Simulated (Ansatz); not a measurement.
A relaxed structure of TiSi$_{2}$ is spoiled in several ways and relaxed again each time (squeezed and stretched starts keep its symmetry, which their runs cannot lower; pressure is positive under compression). Method: PBE (plane waves to 420 eV, PAW, scalar-relativistic; Ansatz, an electronic-structure program).

Space group Fddd, origin choice 1 (No. 70); a = 4.806 Å, b = 8.265 Å, c = 8.566 Å, α = β = γ = 90.00°

| atom | site | symmetry | x | y | z |
|---|---|---|---|---|---|
| Si | 16f | .2. | 0.0000 | 0.3370 | 0.0000 |
| Ti | 8a | 222 | 0.0000 | 0.0000 | 0.0000 |
(The calculation used a cell of 6 atoms; values per cell refer to that cell.)

```
change                                                                                                             first pressure (GPa)  largest first force (eV/Å)  released (eV/atom)  moves  outcome  final group  E − E(parent) (eV/atom)
-----------------------------------------------------------------------------------------------------------------  --------------------  --------------------------  ------------------  -----  -------  -----------  -----------------------
stretched uniformly to 130 % of its volume                                                                                          -21                         0.0                0.36     10      ___          ___                      ___
deformed by the Cartesian strain tensor (xx, yy, zz, yz, xz, xy) = (-0.074, -0.003, 0.059, 0.051, -0.011, -0.051)                   ___                         0.5                 ___     13      ___          ___                      ___
```

Some entries are withheld; supply them.


- deformed by the Cartesian strain tensor (xx, yy, zz, yz, xz, xy) = (-0.074, -0.003, 0.059, 0.051, -0.011, -0.051), first pressure (GPa): 7
- deformed by the Cartesian strain tensor (xx, yy, zz, yz, xz, xy) = (-0.074, -0.003, 0.059, 0.051, -0.011, -0.051), released (eV/atom): 0.22
- deformed by the Cartesian strain tensor (xx, yy, zz, yz, xz, xy) = (-0.074, -0.003, 0.059, 0.051, -0.011, -0.051), outcome: returns to the parent
- deformed by the Cartesian strain tensor (xx, yy, zz, yz, xz, xy) = (-0.074, -0.003, 0.059, 0.051, -0.011, -0.051), final group: Fddd
- deformed by the Cartesian strain tensor (xx, yy, zz, yz, xz, xy) = (-0.074, -0.003, 0.059, 0.051, -0.011, -0.051), E − E(parent) (eV/atom): 0.00
- stretched uniformly to 130 % of its volume, outcome: returns to the parent
- stretched uniformly to 130 % of its volume, final group: Fddd
- stretched uniformly to 130 % of its volume, E − E(parent) (eV/atom): 0.00

First-step values come from each run's starting, coarser k-mesh (6×6×6, 6×6×7). Each cell has its own k-point mesh; energy differences are given only to the digits this allows. No spin polarisation in the result.
